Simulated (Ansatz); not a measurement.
With DFT-r²SCAN in the program Ansatz with PAW potentials, Os in the diamond structure (Fd-3m) relaxes to a = 5.518 Å. Os has 4 nearest neighbours from 2.39 Å (tetrahedral).

Electronic character: metallic (no gap). Gap from r²SCAN with spin–orbit coupling: none (metallic).

The bulk modulus is 221 GPa. The relaxed-ion elastic constants in GPa are C11 = 231, C12 = 217, C44 = 11.1. The elastic constants imply a Debye temperature near 97.2 K.

The start of the workflow was typed in or built on a structure type; neither database checked (COD, Materials Project) lists it. It is not the phase usual at ambient conditions (space group No. 194). Symmetry was held in the r²SCAN relaxation; its stability against distortions is not shown here. No spin polarisation was allowed. As this level gives no gap, shear constants depend on the k-mesh and smearing (Fermi–Dirac, 0.1 eV here). Scalar-relativistic: spin–orbit coupling is off unless named, which matters more the heavier the elements.

Potentials: the earlier of the program's two PAW sets.
